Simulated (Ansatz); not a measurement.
Here is an unrelaxed guess for TiAlC4N4.

```yaml
crystal:
  lattice:
    - [7.17077, 0.00000, 0.00000]
    - [0.00000, 7.17077, 0.00000]
    - [0.00000, 0.00000, 3.32762]
  atoms:
    - { symbol: Ti, position: [0.00000, 0.00000, 0.00000] }
    - { symbol: Al, position: [0.50000, 0.50000, 0.00000] }
    - { symbol: C, position: [0.19111, 0.80889, 0.00000] }
    - { symbol: C, position: [0.80889, 0.19111, 0.00000] }
    - { symbol: C, position: [0.19111, 0.19111, 0.00000] }
    - { symbol: C, position: [0.80889, 0.80889, 0.00000] }
    - { symbol: N, position: [0.30648, 0.69352, 0.00000] }
    - { symbol: N, position: [0.69352, 0.30648, 0.00000] }
    - { symbol: N, position: [0.30648, 0.30648, 0.00000] }
    - { symbol: N, position: [0.69352, 0.69352, 0.00000] }
```

These are results of Ansatz 0.2.0, DFT PBE, scalar-relativistic, plane waves, PAW, not measurements. Plane waves to 420 eV, a k mesh through Γ of 4×4×6 on the computed 10-atom cell and Gaussian smearing (0.10 eV); collinear spin from starting moments 1.0 0.0 0.0 0.0 0.0 0.0 0.0 0.0 0.0 0.0 μB.

Formation energies are uncorrected and refer to the elements' standard structures at the same level (N₂ as a molecule).

Q: How far from equilibrium is it?

A: The pressure is 7.4 GPa (the mean over three directions, positive in compression), the largest force is 2.44 eV/Å, and the energy is +0.38 eV/atom against the elements. The shortest distance is 1.17 Å.

Q: How much does it gain on relaxing, and where does it end?

A: Relaxing gains about 0.16 eV/atom (the start's value is from the coarse mesh, so the gain is rough) in 10 ionic steps and ends at +0.22 eV/atom on the finer mesh. The symmetry stays P4/mmm (No. 123). The volume per atom grows by 5.8 %, from 17.1 to 18.1 Å³. The shortest distance goes from 1.17 Å (C–N) to 1.18 Å (C–N). Conventional cell: a = 7.380 Å, c = 3.325 Å. Around Ti lie 4 C at 2.16 Å; Al has 4 N at 1.88 Å; around C lie 1 N at 1.18 Å and 1 Ti at 2.16 Å; N is surrounded by 1 C at 1.18 Å and 1 Al at 1.88 Å.

The last run used collinear spin, a 6×6×12 mesh (in the run's order of axes) for its 10-atom cell and Gaussian smearing of 0.10 eV. No Hubbard U is applied to the open shell of Ti. The reference form of C is held partly by dispersion forces, which this level lacks. Another magnetic order may lie lower. The relaxation can't lower the symmetry of the start. A structure relaxed within its symmetry needn't be a true minimum.
